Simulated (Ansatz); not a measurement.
**Kick test of a cell of Be₂CdS₃**

The cell was found from a proposed guess, not taken from experiment.

Level of theory: DFT PBE, scalar-relativistic, plane waves, PAW in Ansatz 0.2.0. Settings: cutoff 420 eV, Γ-centred mesh 4×4×4 on the computed 12-atom cell, Gaussian smearing of 0.02 eV; no spin polarisation.

The cell below (12 atoms, space group Cc (No. 9)) is relaxed within its symmetry.

```
Be Cd S
1.0
     3.17932   -5.56880   -0.00547
     3.17932    5.56880   -0.00547
    -1.92273    0.00000    5.97675
Be Cd S
4 2 6
Direct
  0.41967 0.58811 0.49950
  0.58811 0.41967 0.99950
  0.25474 0.73658 0.99727
  0.73658 0.25474 0.49727
  0.91691 0.09247 0.01023
  0.09247 0.91691 0.51023
  0.73752 0.95600 0.59291
  0.34120 0.49943 0.14003
  0.49943 0.34120 0.64003
  0.95600 0.73752 0.09291
  0.12879 0.57857 0.63506
  0.57857 0.12879 0.13506
```

For the test it was strained at random (σ = 1.5 % a component), the atoms were moved at random (σ = 0.15 Å), and all was relaxed again on a coarse 2×4×4 mesh (in the run’s order of axes) with 0.10 eV smearing, with no symmetry imposed.

Problem. Is the structure stable against such a distortion?

Solution. It returns, within 1 meV/atom of the unmoved cell on that mesh and with the same symmetry when read at 0.1 Å. So it is stable against the distortions that fit this cell and that this random move excites. Modes that don't fit the cell aren't tested.
